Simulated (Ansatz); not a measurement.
The start is a generated cell, Ni built in the AFLOW prototype A_hR12_166_2h (as in B). The structure is fully relaxed (lattice and positions, P = 0) with PBEsol (plane waves to 420 eV, PAW, scalar-relativistic; Ansatz, a first-principles code). The first steps use a coarse 6×6×6 k-mesh.

Initial structure:
```
Ni
1.0
    2.80753     1.62093     4.79194
   -2.80753     1.62093     4.79194
    0.00000    -3.24185     4.79194
Ni
12
Direct
  0.01040   0.65729   0.01040
  0.01040   0.01040   0.65729
  0.65729   0.01040   0.01040
  0.98960   0.34271   0.98960
  0.98960   0.98960   0.34271
  0.34271   0.98960   0.98960
  0.22060   0.63230   0.22060
  0.22060   0.22060   0.63230
  0.63230   0.22060   0.22060
  0.77940   0.36770   0.77940
  0.77940   0.77940   0.36770
  0.36770   0.77940   0.77940
```
Spin-polarised start, with parallel moments on Ni.

```json
{
 "initial_pressure": "+94.7 GPa (positive: the cell is compressed)",
 "largest_initial_force": "8.36 eV/Å, on Ni7, Ni8, Ni9, Ni10, Ni11, Ni12 (atoms numbered as listed)",
 "outcome": "The space group stays R-3m (No. 166) (the run could not lower it), with 12 atoms in the primitive magnetic cell",
 "energy_released": "1.22 eV/atom",
 "Shortest distances (start → end)": "The closest pairs of elements (up to four, under 3.6 Å), start → end: Ni–Ni 1.95 → 2.18 Å",
 "band_gap_at_the_end": "zero (metallic)",
 "moments_at_the_end": "net 0.69 μB/atom, ferromagnetic",
 "optimiser_moves": "20"
}
```

Final values are on a 8×8×8 k-mesh of the relaxed cell. Spin state reached: ferromagnetic (net 0.69 μB/atom), from parallel starting moments; other spin orders were not run from this start.

The run could not lose the symmetry of its start, so the end can be a saddle point.

The relaxed structure here is a generated cell of Ni: the first start was made by placing the elements on the sites of a structure type, and the end was not matched to a known phase here, so it may be hypothetical. Known forms of Ni include space group No. 225.
